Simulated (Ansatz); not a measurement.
Values for one crystal, relaxed and computed with plane-wave PAW PBE+D3(BJ) (Ansatz code); other levels are named.

```yaml
volume_per_atom: 14.16 Å³
electronic_character: metallic (no gap)
debye_temperature_from_the_elastic_constants: 445 K
Density of states at the Fermi level: 0.90 states/eV per atom (mean over ±0.08 eV)
mechanical_stability: stable (all eigenvalues of C positive)
Pressure derivative B′: 5.1
Young's modulus: 594 GPa
```

Question: Which of these materials gives this?
A) Ir, fcc (Cu type)
B) Cu, fcc (Cu type)
C) Co, hcp (Mg type)
D) Pb, fcc (Cu type)

Answer: A, Ir, fcc (Cu type)

Space group Fm-3m (fcc (Cu type)). Symmetry was held in the PBE+D3(BJ) relaxation. No spin polarisation was allowed. The pairwise dispersion correction was not fitted to metals. As this level gives no gap, shear constants depend on the k-mesh and smearing (Fermi–Dirac, 0.1 eV here). Spin–orbit coupling is left out wherever it is not named.

Potentials: the later of the program's two PAW sets.
